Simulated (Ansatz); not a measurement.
LiTaO3:
```cif
data_LiO3Ta
_chemical_formula_sum 'Ta1 Li1 O3'
_space_group_name_H-M_alt 'P 1'
_space_group_IT_number 1
_cell_length_a 3.91965
_cell_length_b 3.91965
_cell_length_c 3.99915
_cell_angle_alpha 90.000
_cell_angle_beta 90.000
_cell_angle_gamma 90.000
loop_
_space_group_symop_operation_xyz
  'x, y, z'
loop_
_atom_site_label
_atom_site_type_symbol
_atom_site_fract_x
_atom_site_fract_y
_atom_site_fract_z
_atom_site_occupancy
Ta1 Ta 0.50000 0.50000 0.40862 1
Li1 Li 0.00000 0.00000 0.15064 1
O1 O 0.50000 0.50000 0.86650 1
O2 O 0.50000 0.00000 0.34012 1
O3 O 0.00000 0.50000 0.34012 1
```

Relaxed with PBEsol.

Q: Decompose the optical modes at the zone centre into irreducible representations, and say which are infrared and Raman allowed.

A: Point group 4mm: Γ_opt = 3A1 + B1 + 4E. Infrared: A1, E. Raman: A1, B1, E.

Q: Assign frequencies (DFPT, DFT-PBEsol in the program Ansatz with PAW potentials; without the LO–TO term).

A: E 187, E 207, A1 215, B1 266, E 301, A1 309, E 607, A1 692 cm⁻¹.

Subscripts of B labels follow the axes of the standard setting.

Space group P4mm. The start of the workflow was typed in or built on a structure type; neither database checked (COD, Materials Project) lists it. It is not the phase usual at ambient conditions (space group No. 161). Symmetry was held in the PBEsol relaxation; whether a distortion lowers the energy is not shown. No spin polarisation was allowed. Spin–orbit coupling is left out wherever it is not named.

Potentials: the earlier of the program's two PAW sets. The files were generated under PBE; for other functionals the program regenerates the frozen cores, and for LDA and PBEsol the local potential too.
